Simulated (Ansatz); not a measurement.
# Property card for Na

Na:
```xyz
2
Lattice="3.6998 0.0000 0.0000 -1.8499 3.2041 0.0000 0.0000 0.0000 6.1360" Properties=species:S:1:pos:R:3 pbc="T T T"
Na     0.0000     2.1361     1.5340
Na     1.8499     1.0680     4.6020
```

Space group P6_3/mmc (No. 194), hcp (Mg type); conventional cell a = 3.700 Å, b = 3.700 Å, c = 6.136 Å, α = 90.00°, β = 90.00°, γ = 120.00°.

Method: DFT-PBEsol in the program Ansatz with PAW potentials. Structure relaxed to zero pressure with the same functional. Other levels are named where they apply.

### Cell and energy

* **Volume per atom**: 36.37 Å³
* **Density**: 1.05 g/cm³

### Electronic structure

* **Electronic character**: metallic (no gap)
* **Density of states at the Fermi level**: 0.48 states/eV per atom (mean over ±0.08 eV)

### Mechanics

* **Bulk modulus (Birch–Murnaghan fit)**: 7.8 GPa
* **Pressure derivative B′**: 3.7
* **Elastic constants (relaxed ions, GPa)**: C11 = 12.6, C12 = 7.8, C13 = 3.4, C33 = 16.2, C44 = 2.5
* **Mechanical stability**: stable (all eigenvalues of C positive)
* **Hill bulk and shear moduli**: 7.8 and 3.0 GPa
* **Young's modulus**: 8.0 GPa
* **Poisson's ratio**: 0.33
* **Debye temperature from the elastic constants**: 171 K

### Phonons

Highest zone-centre frequency: 129 cm⁻¹
Zone-centre stability: no imaginary mode at Γ

The workflow started from a Materials Project entry (that database holds measured and hypothetical structures alike); the Crystallography Open Database files this formula in space group No. 194, but the cells were not matched. It is not the phase usual at ambient conditions (space group No. 229). The cell was relaxed with PBEsol under the symmetry of its start. As this level gives no gap, shear constants depend on the k-mesh and smearing (Fermi–Dirac, 0.1 eV here). As this level gives no gap, phonon frequencies hold no LO–TO term and depend on the k-mesh and smearing (Fermi–Dirac, 0.1 eV here). Axis ratios of metals converge slowly with the k-mesh, so a and c are less sure than the volume.

Potentials: the earlier of the program's two PAW sets.
